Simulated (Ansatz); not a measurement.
Ru (hcp (Mg type), P6_3/mmc), a = b = 2.7209 Å, c = 4.2953 Å, α = β = 90.00°, γ = 120.00°.

Relaxed with plane-wave PAW PBE (Ansatz code). Indices refer to the conventional cell of P6_3/mmc, a = b = 2.721 Å, c = 4.295 Å, α = β = 90.00°, γ = 120.00°.

### Question
Simulate the powder diffraction pattern (Mo Kα, λ = 0.71073 Å; lines above 1 %) up to 2θ = 45°.

### Answer
Simulated powder pattern, Mo Kα, λ = 0.71073 Å (kinematic, ideal powder, no thermal factors, no anomalous dispersion; the 30 strongest lines at most, above 1 %, up to 2θ = 45°):

| 2θ (°) | d (Å) | I/Imax (%) | hkl |
|---|---|---|---|
| 17.35 | 2.356 | 24 | (1 0 -1 0) |
| 19.05 | 2.148 | 25 | (0002) |
| 19.81 | 2.066 | 100 | (1 0 -1 1) |
| 25.87 | 1.587 | 15 | (1 0 -1 2) |
| 30.28 | 1.360 | 18 | (1 1 -2 0) |
| 33.77 | 1.224 | 20 | (1 0 -1 3) |
| 35.11 | 1.178 | 2.9 | (2 0 -2 0) |
| 36.02 | 1.149 | 21 | (1 1 -2 2) |
| 36.45 | 1.136 | 15 | (2 0 -2 1) |
| 38.65 | 1.074 | 2.8 | (0004) |
| 40.25 | 1.033 | 3.7 | (2 0 -2 2) |
| 42.65 | 0.977 | 3.0 | (1 0 -1 4) |

The PBE relaxation kept the symmetry of its start. No spin polarisation was allowed. Axis ratios of metals converge slowly with the k-mesh, so a and c are less sure than the volume.

Potentials: the later of the program's two PAW sets.
